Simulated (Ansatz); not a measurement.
# Which start gave this state of MnF2?

System: MnF2, a measured crystal structure (space group P4_2/mnm); the cell holds 6 atoms. Source: COD entry 1530081, which need not be the ambient phase.

```yaml
crystal:
  lattice:
    - [4.85090, 0.00000, 0.00000]
    - [0.00000, 4.85090, 0.00000]
    - [0.00000, 0.00000, 3.30430]
  atoms:
    - { symbol: F, position: [0.30460, 0.30460, 0.00000] }
    - { symbol: F, position: [0.19540, 0.80460, 0.50000] }
    - { symbol: F, position: [0.69540, 0.69540, 0.00000] }
    - { symbol: F, position: [0.80460, 0.19540, 0.50000] }
    - { symbol: Mn, position: [0.00000, 0.00000, 0.00000] }
    - { symbol: Mn, position: [0.50000, 0.50000, 0.50000] }
```

Site labels below count the atoms in this order, from 1.

These are results of DFT, r2SCAN, PAW, plane waves, scalar-relativistic in Ansatz, not measurements.

```json
{
 "Plane-wave cutoff": "500 eV",
 "k-point mesh": "4×4×6 (Γ-centred)",
 "Occupations": "Fermi–Dirac smearing, 0.1 eV"
}
```

Moments by site are taken inside atomic spheres; the rest lies between them.

A semilocal functional without U tends to delocalise d and f electrons, and can give a metal where the real compound is an insulator. Gaps of semilocal functionals run low against measured ones.

“Plain SCF” means no search for lower states. Default search: extra SCF cycles where an unstable direction or a doubtful shell filling shows. With a search on, the program may also reshape the start on open shells.

One run gave this history:

```tsv
iteration	Harris–Foulkes energy + 11082 (eV)	largest residual (eV)	M (μB)	absolute moment (μB)
1	0.4620	4.58e+02	1.63	1.77
2	32.3538	1.52e+01	4.88	4.96
3	33.8421	4.15e+00	4.85	5.05
4	33.5328	5.61e-01	4.63	5.19
5	33.1212	4.67e-01	4.31	5.50
6	32.9761	6.04e-01	4.04	5.77
7	32.8581	4.01e-01	4.00	5.84
8	32.8424	8.85e-02	4.00	5.93
10	32.5024	3.57e-02	4.00	6.05
12	32.3164	2.58e-02	4.00	6.14
14	32.1176	8.03e-03	4.00	6.29
16	32.1040	1.84e-03	3.99	6.27
18	32.1035	8.55e-04	3.99	6.27
19	32.1023	1.06e-04	3.99	6.28
21	32.1020	1.36e-05	3.99	6.28
23	32.1019	6.84e-07	3.99	6.28
25	32.1019	6.54e-08	3.99	6.28
```

It ended ferrimagnetic, site moments Mn5 -0.84, Mn6 4.22 μB, total 3.99 μB per cell, a gap of 0.94 eV on the k-mesh.

Q: These set-ups ended in different states. Which one gave the run above?
A. a moment on one site alone, plain SCF [Mn6 4.50 μB]
B. opposed moments +-, default search for lower states [Mn5 4.50, Mn6 -4.50 μB]
C. spin on, no moments given (the program may seed its own), plain SCF

A: A. The others ended as follows, with energies against this run: “opposed moments +-, default search for lower states” antiferromagnetic, -480 meV/atom; “spin on, no moments given (the program may seed its own), plain SCF” ferromagnetic, -469 meV/atom.
